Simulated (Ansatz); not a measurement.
Relaxed-ion elastic tensor of CuPd (CsCl type, Pm-3m) in GPa (Voigt order), the program Ansatz at the LDA level (PAW); density 11.22 g/cm³, 12.57 Å³ per atom.

```csv
,1,2,3,4,5,6
1,228,196,196,0.0,0.0,0.0
2,196,228,196,0.0,0.0,0.0
3,196,196,228,0.0,0.0,0.0
4,0.0,0.0,0.0,117,0.0,0.0
5,0.0,0.0,0.0,0.0,117,0.0
6,0.0,0.0,0.0,0.0,0.0,117
```

Q: Is the crystal mechanically stable?

A: Yes: the smallest eigenvalue of C is 32.6 GPa.

Q: Work out the Voigt, Reuss and Hill averages.

A: K_V = 207, K_R = 207, K_H = 207; G_V = 76.7, G_R = 33.7, G_H = 55.2 GPa.

Q: Give Young's modulus, Poisson's ratio, Pugh's ratio and the universal anisotropy index.

A: E = 9KG/(3K + G) = 152 GPa; ν = 0.38; K/G = 3.74 (ductile by the Pugh limit of 1.75); A_U = 5G_V/G_R + K_V/K_R − 6 = 6.38.

Q: Estimate the sound speeds and the Debye temperature.

A: v_l = √((K + 4G/3)/ρ) = 5000 m/s, v_t = √(G/ρ) = 2220 m/s, mean 2500 m/s; Θ = (h/k)(3n/4πV)^(1/3) v_m = 320 K.

Q: Give the Zener ratio and Young's modulus along [100], [110] and [111].

A: A = 2C44/(C11 − C12) = 7.17; 1/E = S11 − 2(S11 − S12 − S44/2)Γ with Γ = 0, 1/4, 1/3 gives 47.7, 128, 295 GPa.

Q: Solve the Christoffel equation for the three sound speeds along [100], [110], [111].

A: Eigenvalues of C_ijkl n_j n_l equal ρv². In km/s, slowest first: [100] 3.23, 3.23, 4.51; [110] 1.21, 3.23, 5.41; [111] 2.11, 2.11, 5.68.

The workflow started from a Materials Project entry (that database holds measured and hypothetical structures alike); the Crystallography Open Database files this formula in space group No. 221, but the cells were not matched. Whether it is the stable phase at ambient conditions was not checked. The LDA relaxation kept the symmetry of its start; of distortions, only those at the zone centre were tested. No spin polarisation was allowed. As this level gives no gap, shear constants depend on the k-mesh and smearing (Fermi–Dirac, 0.1 eV here).

Potentials: the later of the program's two PAW sets.
